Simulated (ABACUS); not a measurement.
Set-up for a self-consistent single point of a (100) slab of GaSb (cut from a parent of space group no. 216; 8 atoms in the cell).

```
GaSb
1.0
    4.33966     0.00000     0.00000
   -4.33966     4.33966     0.00000
    0.00000     0.00000    20.74020
Ga Sb
4 4
Direct
  0.03456   0.00000   0.46301
  0.00000   0.50000   0.31505
  0.00000   0.00000   0.75892
  0.00000   0.50000   0.61097
  0.50000   0.50000   0.24108
  0.50000   0.00000   0.38904
  0.50000   0.50000   0.53699
  0.50000   0.00000   0.68495
```

All values come from this method and carry its errors: LDA (PW92), numerical atomic orbitals DZP (confined pseudo-atomic orbitals with Gaussian additions; energy shift 0.003 Ry), PseudoDojo 0.4 standard norm-conserving LDA (tails mended) pseudopotentials (ABACUS).

ABACUS settings:

| setting | value |
|---|---|
| basis | DZP numerical atomic orbitals, energy shift 0.003 Ry |
| KPT | Gamma 5 5 1 0 0 0 |
| basis_type | lcao |
| dft_functional | PWLDA |
| ecutwfc | 100 Ry |
| smearing_method | gaussian |
| smearing_sigma | 0.00367493 Ry |
| potentials | PseudoDojo 0.4 standard norm-conserving LDA (tails mended) |
| symmetry | 1 |
| ks_solver | scalapack_gvx |
| scf_nmax | 100 |
| scf_thr | 1.0e-06 |
| mixing_type | broyden |

Results:

```
Property                                                  Result
------------------------------------------------  --------------
Number of valence electrons                                  112
Number of bands                                               68
Number of k-points after the program's reduction               9
Size of the basis                                            200
Number of SCF iterations                                      17
Free energy E − TS                                -18181.6865 eV
Fermi level (on the code's own zero)                     2.57 eV
Pressure averaged over the cell with its vacuum        -0.79 GPa
Largest force (vector length)                         0.974 eV/Å
```

Forces (eV/Å):
```
atom      Fx     Fy      Fz
----  ------  -----  ------
Ga1   -0.970  0.000   0.085
Ga2    0.022  0.000  -0.233
Ga3    0.002  0.000   0.378
Ga4   -0.011  0.000  -0.198
Sb5   -0.037  0.000   0.263
Sb6    0.929  0.000   0.041
Sb7    0.061  0.000   0.107
Sb8    0.004  0.000  -0.442
```

For comparison: a first run was changed to give this one (atom 1 moved by +0.15 angstrom along x), and from it to this one the free energy goes up by 9.1 meV/atom and the largest force goes from 0.439 to 0.974 eV/Å.

The atom-centred basis is finite, which shifts total energies and forces against plane waves. No dipole correction was used; where the two faces of such a cut differ, images can couple through a dipole. The bare cut can leave dangling bonds, and the run has no spin polarisation, so a lower magnetic or reconstructed surface may exist. No clean gap shows at this smearing width and mesh (spacing up to 0.41 Å⁻¹); the mesh is coarse for partly filled bands, so the values carry mesh errors. Semi-local functionals can close small gaps.

Cost on one core: about 2.2 core-minutes (a rough figure).

The atomic orbitals were generated for these runs; they are not ABACUS's published sets and were checked against plane waves on a few crystals only.

“Tails mended”: in these copies of the files the far tail of each local potential was reset to the Coulomb form.
